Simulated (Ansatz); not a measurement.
Below is a relaxed structure of CsCu. The cell was found from a structure generator's guess, not taken from experiment.

Method: Ansatz 0.2.0, DFT PBE, scalar-relativistic, plane waves, PAW. Cutoff 420 eV, Γ-centred mesh, Gaussian smearing, no spin polarisation.

```yaml
crystal:
  lattice:
    - [4.33415, 0.00000, 0.00000]
    - [-2.16708, 3.75349, 0.00000]
    - [0.00000, 0.00000, 10.83710]
  atoms:
    - { symbol: Cs, position: [0.33333, 0.66667, 0.27532] }
    - { symbol: Cs, position: [0.66667, 0.33333, 0.72468] }
    - { symbol: Cu, position: [0.33333, 0.66667, 0.98457] }
    - { symbol: Cu, position: [0.66667, 0.33333, 0.01543] }
```

The zero of energy is the elements' standard structures at the same level; no fitted shifts are applied.

(1) Find its symmetry and describe it.

(2) How far does it lie from the elements in energy?

(3) Is it a metal?

(4) From what recipe could a structure generator have reached it?

Results:

(1) P-3m1 (No. 164). Conventional cell: a = 4.334 Å, c = 10.837 Å. Cs has 1 Cu at 3.15 Å, 3 Cu at 3.77 Å and 6 Cs at 4.33 Å; Cu is surrounded by 3 Cu at 2.52 Å, 1 Cs at 3.15 Å and 3 Cs at 3.77 Å.

(2) +0.46 eV/atom. The separate elements lie lower, so it is unstable against them.

(3) Yes, bands cross the Fermi level on the 12×12×4 mesh.

(4) One such recipe: close-packed layers stacked ABAB, next cell at A (P-3m1, No. 164). Other recipes can lead to the same cell.

The last run used a 12×12×4 mesh (in the run's order of axes) for its 4-atom cell and Gaussian smearing of 0.10 eV. A structure relaxed within its symmetry needn't be a true minimum.
